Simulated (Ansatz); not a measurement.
Task: Each is relaxed and computed with DFT-PBE in the program Ansatz with PAW potentials. Which is the only metal?
(A) CsSnBr3, cubic perovskite
(B) SnS2, Pnnm (Sn on 2a, S on 4g)
(C) SnC, rock salt
(D) SnO2, rutile

Result: C, SnC, rock salt. SnC: metal; CsSnBr3: gap 0.63 eV (direct); SnO2: gap 0.68 eV (direct); SnS2: gap 0.34 eV. Constructed cells (a structure type filled with these elements, in neither database checked): SnC, rock salt; SnS2, Pnnm (Sn on 2a, S on 4g). Not the usual ambient phase: SnS2, Pnnm (Sn on 2a, S on 4g). All cells were relaxed under the symmetry of their starts (and spin orders); stability against distortions was not tested throughout. Spin–orbit coupling is left out wherever it is not named.

Potentials: the later of the program's two PAW sets.
